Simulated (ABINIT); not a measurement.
ABINIT input for CaO, PBE with JTH PAW datasets:

```
pp_dirpath "./pseudo"
pseudos "Ca.GGA_PBE-JTH.xml, O.GGA_PBE-JTH.xml"

acell 3*1.0 angstrom
rprim
    0.000000000000     2.403555000000     2.403555000000
    2.403555000000     0.000000000000     2.403555000000
    2.403555000000     2.403555000000     0.000000000000
ntypat 2
znucl 20 8
natom 2
typat 1 2
xred
    0.000000000000     0.000000000000     0.000000000000
    0.500000000000     0.500000000000     0.500000000000
tolsym 1e-5
chksymtnons 0
chkprim 0

ecut 22.5
pawecutdg 45
pawovlp 20
ngkpt 8 8 8
nshiftk 1
shiftk 0 0 0
nband 11
occopt 7
tsmear 0.001
diemac 8
tolvrs 1e-10
nstep 90

nucefg 2
quadmom 0.0408 0.0256
nucfc 1
prtwf 0
prtden 0
prteig 0
prtebands 0
prtgsr 0
```

Geometry: a computed entry of the Materials Project; it was not checked against measured cells. It is CaO in Fm-3m. Stability against distortions was not tested.

Each row changes or adds one setting. The quadmom values are sizes without sign and don't touch the SCF cycle. The limit is 90 steps. Cost ratios are rough, from a shared machine.  

| setting typed | SCF steps | k-points | converged | rough cost ratio |
|---|---|---|---|---|
| as in the input | 12 | 29 | yes | about 1 |
| diemac = 1 | 13 | 29 | yes | about 1 |
| diemac = 16 | 12 | 29 | yes | about 1 |
| diemac = 4 | 12 | 29 | yes | about 1 |
| diemix = 1.0 | 12 | 29 | yes | about 1 |
| iscf = 12 | 90 | 29 | no | 6 |
| iscf = 13 | 15 | 29 | yes | 2 |
| iscf = 2 | 90 | 29 | no | 8 |
| kptopt = 3 | 12 | 512 | yes | 10 |
| nline = 1 | 44 | 29 | yes | about 1 |
| nline = 8 | 13 | 29 | yes | 2 |

Fewest SCF steps among converged rows: 12 (as in the input, diemac = 16, diemac = 4, diemix = 1.0, kptopt = 3); most steps: 90 (iscf = 12, iscf = 2). Steps of different solvers differ in work.
